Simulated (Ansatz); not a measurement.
BaHCl:
```
CELL_PARAMETERS angstrom
      4.40039     0.00000     0.00000
      0.00000     4.40039     0.00000
      0.00000     0.00000     7.23578
ATOMIC_POSITIONS crystal
  Ba 0.00000 0.50000 0.79250
  Ba 0.50000 0.00000 0.20750
  H  0.50000 0.50000 0.00000
  H  0.00000 0.00000 0.00000
  Cl 0.50000 0.00000 0.65392
  Cl 0.00000 0.50000 0.34608
```

Relaxed with r²SCAN. Special points in fractions of this cell's reciprocal vectors: Γ (0.000, 0.000, 0.000); X (0.000, 0.500, 0.000); M (0.500, 0.500, 0.000); Z (0.000, 0.000, 0.500); R (0.000, 0.500, 0.500); A (0.500, 0.500, 0.500).

### Question
List the band energies nearest the valence-band maximum at these points for r²SCAN with spin–orbit coupling in the plane-wave PAW code Ansatz.

### Answer
In eV from the valence-band maximum; about four levels below and three above (degenerate sets whole), none deeper than 8.9 eV; points with the same levels are listed once.

| k | below | above |
|---|---|---|
| Γ | -0.77 -0.77 -0.43 -0.43 | 4.34 4.34 4.96 4.96 |
| X | -0.31 -0.31 -0.31 -0.31 | 5.31 5.31 5.31 5.31 |
| M | -0.33 -0.33 -0.33 -0.33 | 4.86 4.86 4.86 4.86 |
| Z | -0.41 -0.41 0.00 0.00 | 3.79 3.79 4.95 4.95 |
| R | -0.16 -0.16 -0.16 -0.16 | 5.46 5.46 5.46 5.46 |
| A | -0.32 -0.32 -0.32 -0.32 | 5.81 5.81 5.81 5.81 |

Space group P4/nmm. The workflow started from a Materials Project entry (that database holds measured and hypothetical structures alike); the Crystallography Open Database files this formula in space group No. 129, but the cells were not matched. Its standing as an ambient phase is unchecked. Symmetry was held in the r²SCAN relaxation; its stability against distortions is not shown here.

Potentials: the later of the program's two PAW sets.
